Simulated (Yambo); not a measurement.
G0W0@PBEsol for RbCdF$_{3}$ (cubic perovskite, space group Pm-3m, No. 221) in Yambo. Reference settings: 2×2×2 Γ-centred k mesh, bands 9 to 264 and a 7 Ry block in the screening, 264 bands in G with the Bruneval-Gonze terminator, plasmon pole fitted at 27.2 eV. The PBEsol gap R → Γ on this mesh is 3.07 eV; G0W0 gaps are taken between the same points.

With and without the terminator, as bands are cut:

```json
[
 {"bands in G (in W)": "114 (264)", "gap, terminator (eV)": "6.279", "gap, none (eV)": "6.000", "valence shift, terminator (eV)": "-1.807", "valence shift, none (eV)": "-1.167"},
 {"bands in G (in W)": "178 (264)", "gap, terminator (eV)": "6.234", "gap, none (eV)": "5.994", "valence shift, terminator (eV)": "-1.802", "valence shift, none (eV)": "-1.363"},
 {"bands in G (in W)": "264 (264)", "gap, terminator (eV)": "6.208", "gap, none (eV)": "6.026", "valence shift, terminator (eV)": "-1.786", "valence shift, none (eV)": "-1.499"}
]
```

Over this range the gap spans 0.071 eV with the terminator and 0.032 eV without, the valence shift 0.021 eV and 0.332 eV. Neither column has reached its limit for certain.

Spin-orbit coupling is included.

Geometry of the Materials Project entry, not relaxed at this level; primitive cell a = b = c = 4.4250 Å, α = β = γ = 90.00°.

The structure is a Materials Project entry; no match was found in the copy of COD used, and its stability was not checked.

A shift is the quasiparticle energy of the state minus its PBEsol energy.
